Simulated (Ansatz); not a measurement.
Ansatz (a quantum-chemistry and plane-wave program) input:

Ansatz 0.2 input:
```yaml
crystal:
  lattice:
    - [7.6245233084, 0.0, 0.0]
    - [-3.8122616542, 6.6030308768, 0.0]
    - [0.0, 0.0, 2.9104167526]
  atoms:
    - { symbol: Si, position: [0.2324479018, 0.8260690607, 0.75] }
    - { symbol: Si, position: [0.7675520982, 0.1739309393, 0.25] }
    - { symbol: Si, position: [0.4063788411, 0.2324479018, 0.25] }
    - { symbol: Si, position: [0.5936211589, 0.7675520982, 0.75] }
    - { symbol: Si, position: [0.1739309393, 0.4063788411, 0.75] }
    - { symbol: Si, position: [0.8260690607, 0.5936211589, 0.25] }
    - { symbol: N, position: [0.3333333333, 0.6666666667, 0.75] }
    - { symbol: N, position: [0.6666666667, 0.3333333333, 0.25] }
    - { symbol: N, position: [0.9703903762, 0.6700007829, 0.75] }
    - { symbol: N, position: [0.0296096238, 0.3299992171, 0.25] }
    - { symbol: N, position: [0.3003895933, 0.9703903762, 0.25] }
    - { symbol: N, position: [0.6996104067, 0.0296096238, 0.75] }
    - { symbol: N, position: [0.3299992171, 0.3003895933, 0.75] }
    - { symbol: N, position: [0.6700007829, 0.6996104067, 0.25] }
kpoints:
  mp_grid: { grid: [4, 4, 9] }
hamiltonian:
  xc: pbesol
  pseudopotentials: { azcp: { folder: ./paw }, kind: paw }
scf:
  occupations: { method: fixed }
dielectric: {}
```

Output (shortened):

```
Pseudopotential: Si, paw, valence charge 4
Pseudopotential: N, paw, valence charge 5
Functional definition: PBEsol
Crystal: 14 atoms, lattice volume = 146.525 Å³
Basis set: ecut = 420 eV, 2859 PW (Γ), exchange–correlation on 108×108×40 points (8 copies of the dense FFT grid, shifted against one another)
Bands: 46, of which v1, the nominal top of the filled ones, is band 32 counted from 1 (31 counted from 0)
Symmetry: 12 space group operations
k-points: 74 of 144 (irreducible under 1 space group operation, time reversal used)
SCF iter   1: F=—  HF=-6784.392883 eV  |F-HF|=—  |Δ(HF+E_count)|=         —  Δρ=1.48e-1  dr2=3.34e1  ethr=3.10e-3  ⟨swp⟩=5.0  Hψ=13365  notcnv=0  defer=787
preconditioner: auto → Resta (q_TF=auto, 2.376 Å⁻¹)
SCF iter   2: F=—  HF=-6774.241155 eV  |F-HF|=—  |Δ(HF+E_count)|=    1.02e1  Δρ=4.83e-2  dr2=1.94e0  ethr=3.10e-3  ⟨swp⟩=4.0  Hψ=9175  notcnv=0  defer=794
SCF iter   3: F=—  HF=-6773.881805 eV  |F-HF|=—  |Δ(HF+E_count)|=   3.59e-1  Δρ=2.38e-2  dr2=4.55e-1  ethr=3.02e-3  ⟨swp⟩=1.0  Hψ=3031  notcnv=0  defer=734
SCF iter   4: F=—  HF=-6773.812649 eV  |F-HF|=—  |Δ(HF+E_count)|=   6.92e-2  Δρ=2.03e-3  dr2=7.48e-3  ethr=7.11e-4  ⟨swp⟩=2.1  Hψ=3239  notcnv=0  defer=879
SCF iter   5: F=—  HF=-6773.817929 eV  |F-HF|=—  |Δ(HF+E_count)|=   5.28e-3  Δρ=1.45e-3  dr2=3.24e-3  ethr=1.17e-5  ⟨swp⟩=2.9  Hψ=5348  notcnv=0  defer=888
SCF iter   6: F=—  HF=-6773.817907 eV  |F-HF|=—  |Δ(HF+E_count)|=   2.28e-5  Δρ=3.94e-4  dr2=2.68e-4  ethr=5.06e-6  ⟨swp⟩=2.0  Hψ=5053  notcnv=0  defer=888
SCF iter   7: F=—  HF=-6773.818070 eV  |F-HF|=—  |Δ(HF+E_count)|=   1.63e-4  Δρ=8.55e-5  dr2=2.01e-5  ethr=4.19e-7  ⟨swp⟩=2.0  Hψ=4995  notcnv=0  defer=846
SCF iter   8: F=—  HF=-6773.818115 eV  |F-HF|=—  |Δ(HF+E_count)|=   4.53e-5  Δρ=2.24e-5  dr2=8.77e-7  ethr=3.14e-8  ⟨swp⟩=2.0  Hψ=5130  notcnv=0  defer=748
SCF iter  11: F=-6773.818116 eV  HF=-6773.818116 eV  |F-HF|=2.73e-12  |Δ(HF+E_count)|=  1.15e-10  Δρ=6.47e-8  dr2=5.84e-12  ethr=1.00e-12  ⟨swp⟩=16.4  Hψ=19057  notcnv=0
SCF 1 converged in 11 iterations: F = -6773.818116 eV  dr2 = 5.84e-12
NSCF: frozen V_eff on 6 k-points
DFPT response loops at Γ: preconditioner auto → Resta (q_TF=auto, 2.376 Å⁻¹)  ε∞=3.8 (no band partly filled) …
── the response to a field inside a basis, on 4×4×10 k-points: an SCF that follows is theirs, and a resumed run solves both again ──
Crystal: 14 atoms, lattice volume = 146.525 Å³
Bands: 33, of which v1, the nominal top of the filled ones, is band 32 counted from 1 (31 counted from 0)
k-points: 40 of 160 (irreducible under 4 space group operations)
SCF iter   1: F=—  HF=-6773.523438 eV  |F-HF|=—  |Δ(HF+E_count)|=         —  Δρ=4.55e-4  dr2=1.03e-4  ethr=1.00e-1
preconditioner: auto → Resta (q_TF=auto, 2.376 Å⁻¹)
SCF iter   2: F=—  HF=-6773.523485 eV  |F-HF|=—  |Δ(HF+E_count)|=   4.78e-5  Δρ=2.59e-4  dr2=3.54e-5  ethr=1.62e-7
SCF iter   3: F=—  HF=-6773.523510 eV  |F-HF|=—  |Δ(HF+E_count)|=   2.47e-5  Δρ=2.20e-5  dr2=9.33e-7  ethr=5.53e-8
SCF iter   4: F=—  HF=-6773.523510 eV  |F-HF|=—  |Δ(HF+E_count)|=   1.27e-7  Δρ=9.90e-6  dr2=1.85e-7  ethr=1.46e-9
SCF iter   5: F=-6773.523510 eV  HF=-6773.523510 eV  |F-HF|=1.83e-8  |Δ(HF+E_count)|=   1.46e-7  Δρ=3.60e-6  dr2=3.02e-8  ethr=2.89e-10
SCF 1 converged in 5 iterations: F = -6773.523510 eV  dr2 = 3.02e-8
DFPT response loops at Γ: preconditioner auto → Resta (q_TF=auto, 2.376 Å⁻¹)  ε∞=3.7 (no band partly filled) …
SCF converged after 11 iterations
Free energy (F): -6773.818116 eV
Harris-Foulkes:  -6773.818116 eV  (|F-HF|=2.73e-12)
Internal energy: -6773.818116 eV  (E = F + TS)
E sigma→0 (E₀):  -6773.818116 eV
Fermi energy:    8.090401 eV
--- Per-component energies (eV) ---
  E_band       = 53.352544
  E_kinetic    = 1327.860028
  E_local      = -2027.490903  (includes V_loc(G=0)·N_el)
  E_nonlocal   = 407.829583
  E_hartree    = 713.115089
  E_xc         = -819.327610
  E_vxc        = -903.521768  (∫ρ·V_xc dr)
  E_paw        = -3977.225992  (= ΣΔE_a)
  E_vpaw       = -177.561715  (= ΣTr[D̂ρ^β])
  E_aug_tail   = 0.007172  (compensation charges beyond the density's cutoff)
  E_ewald      = -2398.999639
  E_core_change = 0.414155  (= ΣΔE_core)
  E_smearing   =  0.000000  (= −TS)
  E_closure    =  0.000000  (closes the sum)
  Σ components = -6773.818116   (vs F -6773.818116, Δ=0.00e0)
  [band-id]    e_kinetic+e_local+e_nonlocal+2·e_hartree+e_vxc+e_vpaw+e_augmentation_tail = 53.352575   (vs E_band 53.352544, Δ=3.19e-5)
--- Band table (eV; the first three rows and the last of 74) ---
  k-point 0: bands = ["-10.0476", "-8.5709", "-8.5709", "-7.9514", "-7.8081", "-7.8081", "-6.5523", "-6.2339", "0.0254", "0.0254", "0.1149", "0.7437", "0.7437", "2.2560", "2.2560", "3.1133", "3.5568", "4.0593", "4.0593", "4.2479", "4.2479", "4.8113", …
  k-point 1: bands = ["-9.8987", "-8.4366", "-8.4366", "-7.8467", "-7.6915", "-7.6915", "-6.4918", "-6.2099", "0.0475", "0.0475", "0.2108", "0.7734", "0.7734", "2.3130", "2.3130", "2.9182", "3.1317", "3.6444", "3.6444", "3.7283", "3.7283", "4.6452", "4.7195", …
  k-point 2: bands = ["-9.4651", "-8.0544", "-8.0544", "-7.5630", "-7.3732", "-7.3732", "-6.3422", "-6.1912", "-0.0748", "-0.0748", "0.4713", "0.6563", "0.6563", "1.6894", "2.3265", "2.3265", "2.7729", "2.7729", "2.8092", "3.0899", "3.0899", "3.8136", …
  k-point 73: bands = ["-7.7464", "-7.5748", "-7.0740", "-7.0455", "-6.7293", "-6.6820", "-6.2422", "-6.2096", "-1.1737", "-0.8181", "-0.5714", "-0.4098", "0.0646", "0.1970", "1.0693", "1.5876", "2.2815", "2.7158", "2.7355", "2.8901", "3.4350", "3.6256", …
--- Dielectric response (ions clamped): 3 representative field directions + reference, inside a basis on a mesh of 160 k-points (Σ response iterations 15) ---
  ε∞ (high-frequency dielectric tensor):
        4.292987     0.000000     0.000000
        0.000000     4.292987     0.000000
        0.000000     0.000000     4.371524
  Born effective charges Z* (e; rows j = field, columns β = displacement):
    site 0:
         3.38471    0.22948    0.00000
         0.20156    3.33510    0.00000
         0.00000    0.00000    3.40524
    site 1:
         3.38471    0.22948    0.00000
         0.20156    3.33510    0.00000
         0.00000    0.00000    3.40524
    site 2:
         3.16086   -0.07232    0.00000
        -0.10023    3.55895    0.00000
         0.00000    0.00000    3.40524
    site 3:
         3.16086   -0.07232    0.00000
        -0.10023    3.55895    0.00000
         0.00000    0.00000    3.40524
    site 4:
         3.53415   -0.11528    0.00000
        -0.14320    3.18566    0.00000
         0.00000    0.00000    3.40524
    site 5:
         3.53415   -0.11528    0.00000
        -0.14320    3.18566    0.00000
         0.00000    0.00000    3.40524
    site 6:
        -2.96087   -0.05299    0.00000
         0.05299   -2.96087    0.00000
         0.00000    0.00000   -1.72626
    site 7:
        -2.96087   -0.05299    0.00000
         0.05299   -2.96087    0.00000
         0.00000    0.00000   -1.72626
    site 8:
        -2.71480   -0.72054    0.00000
        -0.72795   -2.03110    0.00000
         0.00000    0.00000   -2.82982
    site 9:
        -2.71480   -0.72054    0.00000
        -0.72795   -2.03110    0.00000
         0.00000    0.00000   -2.82982
    site 10:
        -1.57481    0.06977    0.00000
         0.06237   -3.17109    0.00000
         0.00000    0.00000   -2.82982
    site 11:
        -1.57481    0.06977    0.00000
         0.06237   -3.17109    0.00000
         0.00000    0.00000   -2.82982
    site 12:
        -2.82924    0.66188    0.00000
         0.65447   -1.91666    0.00000
         0.00000    0.00000   -2.82982
    site 13:
        -2.82924    0.66188    0.00000
         0.65447   -1.91666    0.00000
         0.00000    0.00000   -2.82982
  Z* charge neutrality: 1.514e-2 e pre-enforcement
  solved inside a basis spanned on kpoints, on 4×4×10 k-points, its susceptibility summed on 6×6×14: ε∞ is read to err by 2.6e-2, Z* by 1.5e-2 e (field_mesh …
```

Cost: very roughly 4 core-minutes on shared cores.

Space group P6_3/m. The PBEsol relaxation kept the symmetry of its start; phonons on a q-mesh show no instability.

Potentials: the earlier of the program's two PAW sets.

Ansatz is a plane-wave DFT program.
